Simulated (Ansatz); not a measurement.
Te2Mo in space group P6_3/mmc (No. 194; Mo on 2c, Te on 4f), LDA in the plane-wave PAW code Ansatz. The conduction-band minimum lies on the K–Γ line, 41 % of the way from K, with 6 equivalent valleys. Second derivatives d²E/dk² of the lowest band at one valley (eV·Å²), along Cartesian directions:

```json
[
 {"direction": "[100]", "d²E/dk²": "14.02"},
 {"direction": "[010]", "d²E/dk²": "19.13"},
 {"direction": "[001]", "d²E/dk²": "18.73"},
 {"direction": "[110]", "d²E/dk²": "20.93"},
 {"direction": "[101]", "d²E/dk²": "16.38"},
 {"direction": "[011]", "d²E/dk²": "18.94"}
]
```

Q: Find the principal effective masses, the density-of-states mass and the conductivity mass.

A: Off-diagonal terms follow from H_xy = H[110] − (H_xx + H_yy)/2, and m*/mₑ = 7.620 eV·Å² over each eigenvalue: 0.35, 0.41, 0.66. One valley's DOS mass (m₁m₂m₃)^(1/3) = 0.46, conductivity mass 3/(Σ 1/mᵢ) = 0.44 mₑ.

Q: What effective density of states Nc follows at 300 K for parabolic valleys?

A: Nc = 2.509e19 × 6 × (0.46)^(3/2) ≈ 4.7e19 cm⁻³.

Symmetry was held in the LDA relaxation; of distortions, only those at the zone centre were tested. No spin polarisation was allowed. The volume moved by -17 % from the start of the relaxation. A crystal of weakly bound layers computed without a dispersion correction: the cell and the soft elastic constants depend strongly on that. Spin–orbit coupling is left out wherever it is not named.

Potentials: the later of the program's two PAW sets.

Edges and masses are those of Kohn–Sham bands, whose gap is no quasiparticle gap.
